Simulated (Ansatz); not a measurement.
Cs2NbF6:
```
CELL_PARAMETERS angstrom
      6.36544     0.00000     0.00000
     -3.18272     5.51263     0.00000
      0.00000     0.00000     4.87887
ATOMIC_POSITIONS crystal
  Cs 0.66667 0.33333 0.30023
  Cs 0.33333 0.66667 0.69977
  Nb 0.00000 0.00000 0.00000
  F  0.84590 0.15410 0.79008
  F  0.15410 0.84590 0.20992
  F  0.84590 0.69180 0.79008
  F  0.15410 0.30820 0.20992
  F  0.30820 0.15410 0.79008
  F  0.69180 0.84590 0.20992
```
The run is spin-polarised; directions of the spins, atom by atom: 0 0 ↑ 0 0 0 0 0 0.

Relaxed with PBEsol.

### Question
Give the Bader charges and basin volumes of the independent atoms, the program Ansatz at the PBEsol level (PAW).

### Answer


```tsv
atom	Bader charge (e)	Bader volume (Å³)
Cs1	+0.92	33.0
Nb3	+2.58	10.9
F4	-0.74	15.7
```

Space group P-3m1. The first step of the workflow began from a Materials Project structure, measured or hypothetical; the Crystallography Open Database files this formula in space group No. 164, but the cells were not matched. Whether it is the stable phase at ambient conditions was not checked. Symmetry was held in the PBEsol relaxation; whether a distortion lowers the energy is not shown. Magnetic state: ferromagnetic, chosen from 4 collinear starts compared on coarse meshes (ties went to the first, and starts can fall back to one state), not a proven ground state. No Hubbard U is applied. Scalar-relativistic: spin–orbit coupling is off unless named, which matters more the heavier the elements.

Potentials: the later of the program's two PAW sets.
